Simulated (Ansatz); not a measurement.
A relaxed structure of CoSi₂. Calculation: PBEsol (plane waves to 420 eV, PAW, scalar-relativistic; Ansatz, a first-principles code).

```
CELL_PARAMETERS angstrom
      0.00000     2.65638     2.65638
      2.65638     0.00000     2.65638
      2.65638     2.65638     0.00000
ATOMIC_POSITIONS crystal
  Co 0.00000 0.00000 0.00000
  Si 0.25000 0.25000 0.25000
  Si 0.75000 0.75000 0.75000
```

**Question.** Find the space group and the Wyckoff positions (tolerance 0.01 Å).

**Answer.** Space group Fm-3m (No. 225); a = 5.3128 Å, b = 5.3128 Å, c = 5.3128 Å, α = 90.00°, β = 90.00°, γ = 90.00°

| atom | site | symmetry | x | y | z |
|---|---|---|---|---|---|
| Co | 4a | m-3m | 0.0000 | 0.0000 | 0.0000 |
| Si | 8c | -43m | 0.2500 | 0.2500 | 0.2500 |

This is the AFLOW prototype AB2_cF12_225_a_c (C1, as in CaF2).

**Question.** Give the shortest distances between elements (the closest pairs, up to four, under 3.6 Å).

**Answer.** Co–Si 2.30 Å; Si–Si 2.66 Å.

* **Volume per atom**: 12.50 Å³
* **Band gap**: zero (metallic)
* **Magnetic moment**: zero (the starting moments vanished)

No spin polarisation in the result: the starting moments vanished. The relaxed primitive cell holds an odd number of electrons. A magnetic state may lie lower.

The run could not lose the symmetry of its start.

The first start was generated by a random draw of sites in a space group. A measured structure of CoSi2 has the same space group, Fm-3m (No. 225); the sites were not compared with it.
